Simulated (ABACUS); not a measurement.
A self-consistent single point of a model cell of Rh (P6_3/mmc, 2 atoms in the cell; prototype structure).

```yaml
crystal:
  lattice:
    - [2.69218, 0.00000, 0.00000]
    - [-1.34609, 2.33150, 0.00000]
    - [0.00000, 0.00000, 4.28359]
  atoms:
    - { symbol: Rh, position: [0.33333, 0.66667, 0.25000] }
    - { symbol: Rh, position: [0.66667, 0.33333, 0.75000] }
```

Level of theory: ABACUS with LDA (PW92), numerical atomic orbitals DZP (confined pseudo-atomic orbitals with Gaussian additions; energy shift 0.003 Ry), PseudoDojo 0.4 standard norm-conserving LDA (tails mended) pseudopotentials.

ABACUS settings:

* **basis**: DZP numerical atomic orbitals, energy shift 0.003 Ry
* **KPT**: Gamma 14 14 8 0 0 0
* **basis_type**: lcao
* **dft_functional**: PWLDA
* **ecutwfc**: 100 Ry
* **smearing_method**: fd
* **smearing_sigma**: 0.00734986 Ry
* **potentials**: PseudoDojo 0.4 standard norm-conserving LDA (tails mended)
* **symmetry**: 1
* **symmetry_prec**: 1e-05
* **ks_solver**: scalapack_gvx
* **scf_nmax**: 100
* **scf_thr**: 1.0e-07
* **mixing_type**: broyden

Results:

```
Item                                                     Result
------------------------------------------------  -------------
Number of valence electrons                                  34
Number of bands                                              27
Number of k-points after the program's reduction            120
Size of the basis                                            52
Number of SCF iterations                                      7
Free energy E − TS                                -6384.7147 eV
Fermi level (on the code's own zero)                   23.08 eV
Pressure                                              -2.80 GPa
```

Stress (GPa, positive for compression):
```
-3.94   0.00   0.00
 0.00  -3.94   0.00
 0.00   0.00  -0.51
```

For comparison: a first run was changed to give this one (lattice vector c scaled by 0.98), and from it to this one the free energy falls by 9.1 meV/atom and the pressure goes from -8.58 to -2.80 GPa.

Lattice and positions were typed or generated, without prior relaxation. The atom-centred basis is finite, which shifts total energies and pressures against plane waves.

Cost on one core: very roughly 40 core-seconds.

The atomic orbitals were generated for these runs; they are not ABACUS's published sets and were checked against plane waves on a few crystals only.

“Tails mended”: in these copies of the files the far tail of each local potential was reset to the Coulomb form.
